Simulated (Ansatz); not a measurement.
**BeS: structures and their energies**

32 relaxations of BeS ended in 19 distinct structures; the lowest 14 are listed. The numbers are results of r2SCAN (plane waves to 500 eV, PAW, scalar-relativistic; Ansatz, an electronic-structure program), not measurements.

| # | space group | Pearson | type | E − E(lowest) (eV/atom) | V (Å³/atom) | gap (eV, no SOC) | coordination | runs ending here |
|---|---|---|---|---|---|---|---|---|
| 1 | F-43m | cF8 | zinc blende type | 0.000 | 14.42 | 3.59 | S 4 (tetrahedral), Be 4 (tetrahedral) | 7 |
| 2 | P6₃mc | hP12 | AFLOW prototype AB_hP12_186_a2b_a2b (B6, as in SiC) | 0.002 | 14.43 | 3.98 | – | 1 |
| 3 | P6₃mc | hP8 | AFLOW prototype AB_hP8_186_ab_ab (B5, as in SiC) | 0.003 | 14.44 | 4.08 | – | 1 |
| 4 | R3m | hR6 | AFLOW prototype AB_hR6_160_3a_3a (as in SiC) | 0.005 | 14.44 | 4.12 | – | 1 |
| 5 | P6₃mc | hP4 | wurtzite type | 0.008 | 14.45 | 4.09 | Be 4 (tetrahedral), S 4 (tetrahedral) | 1 |
| 6 | P4₂/mnm | tP8 | AFLOW prototype AB_tP8_136_g_f (as in BeO) | 0.059 | 15.09 | 3.73 | – | 2 |
| 7 | Pnma | oP8 | – | 0.112 | 15.71 | 4.34 | – | 1 |
| 8 | I4/m | tI16 | – | 0.157 | 16.91 | 3.61 | – | 1 |
| 9 | P6₂22 | hP6 | – | 0.344 | 13.46 | 3.19 | – | 4 |
| 10 | P6₃/mmc | hP4 | NiAs type | 0.574 | 12.39 | 1.81 | Be 6 (octahedral), S 6 | 1 |
| 11 | Cmcm | oS8 | – | 0.584 | 15.78 | 1.44 | – | 1 |
| 12 | Fm-3m | cF8 | rock salt type | 0.618 | 12.44 | 1.33 | Be 6 (octahedral), S 6 (octahedral) | 4 |
| 13 | P4₂/mmc | tP4 | – | 0.85 | 16.08 | 0.00 | – | 1 |
| 14 | I4₁/amd | tI8 | – | 0.879 | 18.49 | 0.42 | – | 1 |

Coordination numbers (neighbours up to the widest gap in distance over summed covalent radii, below 1.35; n+m marks a second, longer set; metal–metal contacts left out). F-43m, cF8, zinc blende type is the lowest of the structures calculated here.

Space group F-43m (No. 216); a = b = c = 4.869 Å, α = β = γ = 90.00°

```csv
atom,site,symmetry,x,y,z
S,4c,-43m,0.2500,0.2500,0.2500
Be,4a,-43m,0.0000,0.0000,0.0000
```
(The calculation used a cell of 2 atoms; values per cell refer to that cell.)

Probably no minimum, since a slightly shaken restart fell lower: Cmcm, oS8 (by 0.46 eV/atom, to P-3m1); I4₁/amd, tI8 (by 0.82 eV/atom, to P4₂/mnm). 2 runs with a doubtful electronic state, a coarser numerical grid, an end not at rest or a source that can't be used are left out. 8 generated cells of layers, chains or molecules, poorly bound without dispersion, are left out. Each run could gain symmetry but not lose that of its start, so entries can be saddle points. From databases, or of a type measured for this composition: F-43m, cF8, zinc blende type; the others are generated cells (placed on structure types, drawn at random, substituted or restacked) that were not matched to a known phase here. Energies are at zero temperature and pressure, without zero-point motion. No spin polarisation in the result. Gaps of cells over 8 atoms come from the SCF mesh and high-symmetry points alone.
